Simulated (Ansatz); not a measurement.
# Data sheet: Al2Cu (DFT)

Al$_{2}$Cu:
```cif
data_Al8Cu4
_chemical_formula_sum 'Cu4 Al8'
_space_group_name_H-M_alt 'I4/mcm'
_space_group_IT_number 140
_space_group_name_Hall '-I 4 2c'
_cell_length_a 5.99535
_cell_length_b 5.99535
_cell_length_c 4.82540
_cell_angle_alpha 90.000
_cell_angle_beta 90.000
_cell_angle_gamma 90.000
loop_
_atom_site_label
_atom_site_type_symbol
_atom_site_symmetry_multiplicity
_atom_site_Wyckoff_symbol
_atom_site_fract_x
_atom_site_fract_y
_atom_site_fract_z
_atom_site_occupancy
Cu1 Cu 4 a 0.00000 0.00000 0.25000 1
Al1 Al 8 h 0.34074 0.15926 0.00000 1
```
(The calculation used a cell of 6 atoms; values per cell refer to that cell.)

Space group I4/mcm (No. 140); conventional cell a = b = 5.995 Å, c = 4.825 Å, α = β = γ = 90.00°.

Method: the program Ansatz at the PBEsol level (PAW). Geometry: relaxed at this level of theory. Other levels are named where they apply.

### Cell and energy

- Volume per atom: 14.45 Å³
- Density: 4.50 g/cm³
- Formation energy from the elements (no fitted shifts): -0.17 eV/atom

### Electronic structure

- Electronic character: metallic (no gap)
- Density of states at the Fermi level: 0.34 states/eV per atom (mean over ±0.08 eV)

### Mechanics

Bulk modulus (Birch–Murnaghan fit): 109 GPa
Pressure derivative B′: 4.5

### Phonons

Highest zone-centre frequency: 325 cm⁻¹
Zone-centre stability: no imaginary mode at Γ

The cell was relaxed with PBEsol under the symmetry of its start. The run is not spin-polarised. As this level gives no gap, phonon frequencies hold no LO–TO term and depend on the k-mesh and smearing (Fermi–Dirac, 0.1 eV here). Axis ratios of metals converge slowly with the k-mesh, so a and c are less sure than the volume. The references are the lowest solids computed at this level, not always the standard phases.

Potentials: the earlier of the program's two PAW sets. The files were generated under PBE; for other functionals the program regenerates the frozen cores, and for LDA and PBEsol the local potential too.
